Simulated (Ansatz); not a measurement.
Geometry optimisation in Ansatz: input, command and trajectory.

```yaml
crystal:
  lattice:
    - [2.163399, -5.250219, 0.0]
    - [2.163399, 5.250219, 0.0]
    - [0.0, 0.0, 3.771292]
  atoms:
    - { symbol: Sc, position: [0.864681, 0.135319, 0.25] }
    - { symbol: Sc, position: [0.135319, 0.864681, 0.75] }
    - { symbol: Al, position: [0.584505, 0.415495, 0.25] }
    - { symbol: Al, position: [0.415495, 0.584505, 0.75] }
basis:
  ecutwfc: 500
kpoints:
  mp_grid: { grid: [10, 10, 12] }
hamiltonian:
  xc: r2scan
scf:
  occupations: { method: gaussian, width: 0.1 }
output:
  forces: true
  stress: true
  eigenvalues: true
relax:
  adjacent_minimum: "off"
  f_tol: 0.005
  max_steps: 80
  cell: { stress_tol: 0.05 }
```

```bash
ansatz run input.yaml --threads 1 --pin off --max-ram 2560MiB --backend cpu --events-out ev --progress --plain --runs-dir out
```

All numbers below come from Ansatz 0.2.0, DFT r2SCAN, scalar-relativistic, plane waves, PAW.

Of 14 frames 9 are shown, positions in Å and forces in eV/Å; the SCF threshold varies from step to step. Steps run on the plane waves of an earlier cell, with a Pulay correction in the pressure. The basis is chosen afresh for the last frame, the zero of the energies, and at times for earlier ones too; energy and pressure step there, also at an unchanged geometry. The mark taken_back stands on steps that the optimiser undid.

```xyz
4
Lattice="2.1634 -5.2502 0.0000 2.1634 5.2502 0.0000 0.0000 0.0000 3.7713" Properties=species:S:1:pos:R:3:forces:R:3 pbc="T T T" step=1 free_energy_over_end_meV_per_atom=76.48 pressure_GPa=-0.51
Sc    2.1634   -3.8293    0.9428    0.0000   -0.0042    0.0000
Sc    2.1634    3.8293    2.8285    0.0000    0.0042    0.0000
Al    2.1634   -0.8873    0.9428    0.0000    0.0327    0.0000
Al    2.1634    0.8873    2.8285    0.0000   -0.0327    0.0000
4
Lattice="2.1320 -5.2441 0.0000 2.1320 5.2441 0.0000 0.0000 0.0000 3.7907" Properties=species:S:1:pos:R:3:forces:R:3 pbc="T T T" step=2 free_energy_over_end_meV_per_atom=74.97 pressure_GPa=0.33
Sc    2.1320   -3.8164    0.9477    0.0000   -0.0044    0.0000
Sc    2.1320    3.8164    2.8430    0.0000    0.0044    0.0000
Al    2.1320   -0.8798    0.9477    0.0000    0.0695    0.0000
Al    2.1320    0.8798    2.8430    0.0000   -0.0695    0.0000
4
Lattice="2.0527 -5.2354 0.0000 2.0527 5.2354 0.0000 0.0000 0.0000 3.9376" Properties=species:S:1:pos:R:3:forces:R:3 pbc="T T T" step=4 free_energy_over_end_meV_per_atom=69.72 pressure_GPa=0.64
Sc    2.0527   -3.7894    0.9844    0.0000    0.0374    0.0000
Sc    2.0527    3.7894    2.9532    0.0000   -0.0374    0.0000
Al    2.0527   -0.8358    0.9844    0.0000    0.0219    0.0000
Al    2.0527    0.8358    2.9532    0.0000   -0.0219    0.0000
4
Lattice="1.9650 -5.2606 0.0000 1.9650 5.2606 0.0000 0.0000 0.0000 4.1208" Properties=species:S:1:pos:R:3:forces:R:3 pbc="T T T" step=5 free_energy_over_end_meV_per_atom=59.19 pressure_GPa=-0.63
Sc    1.9650   -3.7480    1.0302    0.0000    0.0802    0.0000
Sc    1.9650    3.7480    3.0906    0.0000   -0.0802    0.0000
Al    1.9650   -0.7868    1.0302    0.0000   -0.1976    0.0000
Al    1.9650    0.7868    3.0906    0.0000    0.1976    0.0000
4
Lattice="1.7550 -5.4383 0.0000 1.7550 5.4383 0.0000 0.0000 0.0000 4.3294" Properties=species:S:1:pos:R:3:forces:R:3 pbc="T T T" step=7 free_energy_over_end_meV_per_atom=9.25 pressure_GPa=-1.14
Sc    1.7550   -3.7427    1.0823    0.0000    0.0681    0.0000
Sc    1.7550    3.7427    3.2470    0.0000   -0.0681    0.0000
Al    1.7550   -0.7700    1.0823    0.0000   -0.1005    0.0000
Al    1.7550    0.7700    3.2470    0.0000    0.1005    0.0000
4
Lattice="1.6496 -5.5699 0.0000 1.6496 5.5699 0.0000 0.0000 0.0000 4.3288" Properties=species:S:1:pos:R:3:forces:R:3 pbc="T T T" step=8 free_energy_over_end_meV_per_atom=4.42 pressure_GPa=0.85
Sc    1.6496   -3.7666    1.0822    0.0000   -0.0139    0.0000
Sc    1.6496    3.7666    3.2466    0.0000    0.0139    0.0000
Al    1.6496   -0.7873    1.0822    0.0000    0.1696    0.0000
Al    1.6496    0.7873    3.2466    0.0000   -0.1696    0.0000
4
Lattice="1.6597 -5.5009 0.0000 1.6597 5.5009 0.0000 0.0000 0.0000 4.4011" Properties=species:S:1:pos:R:3:forces:R:3 pbc="T T T" step=10 free_energy_over_end_meV_per_atom=3.69 pressure_GPa=0.06 taken_back
Sc    1.6597   -3.7361    1.1003    0.0000    0.0709    0.0000
Sc    1.6597    3.7361    3.3008    0.0000   -0.0709    0.0000
Al    1.6597   -0.7482    1.1003    0.0000   -0.1556    0.0000
Al    1.6597    0.7482    3.3008    0.0000    0.1556    0.0000
4
Lattice="1.6849 -5.5164 0.0000 1.6849 5.5164 0.0000 0.0000 0.0000 4.3386" Properties=species:S:1:pos:R:3:forces:R:3 pbc="T T T" step=11 free_energy_over_end_meV_per_atom=0.64 pressure_GPa=0.00
Sc    1.6849   -3.7479    1.0846    0.0000   -0.0023    0.0000
Sc    1.6849    3.7479    3.2539    0.0000    0.0023    0.0000
Al    1.6849   -0.7709    1.0846    0.0000    0.0027    0.0000
Al    1.6849    0.7709    3.2539    0.0000   -0.0027    0.0000
4
Lattice="1.6840 -5.5187 0.0000 1.6840 5.5187 0.0000 0.0000 0.0000 4.3406" Properties=species:S:1:pos:R:3:forces:R:3 pbc="T T T" step=14 free_energy_over_end_meV_per_atom=0.00 pressure_GPa=-0.02
Sc    1.6840   -3.7493    1.0851    0.0000    0.0008    0.0000
Sc    1.6840    3.7493    3.2554    0.0000   -0.0008    0.0000
Al    1.6840   -0.7706    1.0851    0.0000   -0.0014    0.0000
Al    1.6840    0.7706    3.2554    0.0000    0.0014    0.0000
```

It took 11 min on 1 thread of Arm Neoverse V2 (shared host), peak memory 0.92 GiB.